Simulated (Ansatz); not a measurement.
A geometry of Sn away from equilibrium: the start of the relaxation of a generated cell, Sn placed in the AFLOW prototype A_oC8_64_f (A11, as in Ga). All values below come from r2SCAN (plane waves to 500 eV, PAW, scalar-relativistic; Ansatz, a quantum-chemistry and plane-wave program). Γ-centred k-mesh 8×8×7 on the run's cell (coarser than for final values), Fermi–Dirac smearing 0.05 eV.

```xyz
4
Lattice="2.5294 -4.2842 0.0000 2.5294 4.2842 0.0000 0.0000 0.0000 5.0599" Properties=species:S:1:pos:R:3:forces:R:3 pbc="T T T" free_energy=-24153.073 pressure_GPa=9.2
Sn     2.5294     1.3273     2.9398    0.0000    0.4071    0.3145
Sn     2.5294    -1.3273     2.1201    0.0000   -0.4071   -0.3145
Sn     2.5294    -2.9570     4.6500    0.0000    0.4071   -0.3145
Sn     2.5294     2.9570     0.4099    0.0000   -0.4071    0.3145
```

Positions in Å, forces in eV/Å, free energy of the cell in eV (comparable only within this code, potentials and settings). Largest force: 0.51 eV/Å, on Sn1, Sn2, Sn3, Sn4 (atoms numbered as listed); the geometry lies 0.23 eV/atom above the end of its relaxation.

No spin polarisation in the result.

The run could not lose the symmetry of its start, so the end can be a saddle point.

The end of the path is a generated cell of Sn: the first start was made by placing the elements on the sites of a structure type, and the end was not matched to a known phase here, so it may be hypothetical. Known forms of Sn include space group No. 141, 227.
